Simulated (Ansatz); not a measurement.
Input:

Si3P4:
```cif
data_P8Si6
_chemical_formula_sum 'Si6 P8'
_space_group_name_H-M_alt 'P63/m'
_space_group_IT_number 176
_space_group_name_Hall '-P 6c'
_cell_length_a 9.79457
_cell_length_b 9.79457
_cell_length_c 3.67640
_cell_angle_alpha 90.000
_cell_angle_beta 90.000
_cell_angle_gamma 120.000
loop_
_atom_site_label
_atom_site_type_symbol
_atom_site_symmetry_multiplicity
_atom_site_Wyckoff_symbol
_atom_site_fract_x
_atom_site_fract_y
_atom_site_fract_z
_atom_site_occupancy
Si1 Si 6 h 0.22856 0.40313 0.25000 1
P1 P 6 h 0.36981 0.02631 0.25000 1
P2 P 2 c 0.33333 0.66667 0.25000 1
```

This is the PBE-relaxed structure.

### Question
All from plane-wave PAW PBE (Ansatz code), unless another level is named. Give the electronic character.

### Answer
no gap, with almost no states at the Fermi level (zero-gap or semimetallic).

### Question
What about the formation energy from the elements (no fitted shifts)?

### Answer
0.070 eV/atom.

Space group P6_3/m. The cell is a constructed one: a structure type filled with these elements; neither database checked (COD, Materials Project) lists it. Whether it is the stable phase at ambient conditions was not checked. Symmetry was held in the PBE relaxation; its stability against distortions is not shown here. A small band overlap can be real or an error of a semilocal functional. The references are the lowest solids computed at this level, not always the standard phases.

Potentials: the earlier of the program's two PAW sets.
